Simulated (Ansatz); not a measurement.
Ti3AlC (anti-perovskite, space group No. 221) at seven volumes, the program Ansatz at the LDA level (PAW), scaled uniformly. One row is withheld.

| V (Å³/atom) | P (GPa) |
|---|---|
| 12.593 | 19.60 |
| 13.008 | 12.07 |
| 13.423 | 5.58 |
| 13.838 | 0.00 |
| 14.253 | -4.80 |
| 14.669 | -8.92 |
| 15.084 | ? |

Problem. Fit the shown pressures and predict the withheld one.

Solution. Third-order Birch–Murnaghan: P = (3/2)B₀(x^(7/2) − x^(5/2))[1 + (3/4)(B′ − 4)(x − 1)] with x = (V₀/V)^(2/3). Least squares on the six rows gives V₀ = 13.839 Å³/atom, B₀ = 172.1 GPa, B′ = 4.00. At V = 15.084, x = 0.9442 and P = -12.48 GPa. The run itself gave -12.47 GPa.

Space group Pm-3m (anti-perovskite). The workflow started from a Materials Project entry (that database holds measured and hypothetical structures alike); the Crystallography Open Database copy checked does not list it. Its standing as an ambient phase is unchecked. The cell was relaxed with LDA under the symmetry of its start; whether a distortion lowers the energy is not shown. The run is not spin-polarised.

Potentials: the earlier of the program's two PAW sets. The files were generated under PBE; for other functionals the program regenerates the frozen cores, and for LDA and PBEsol the local potential too.
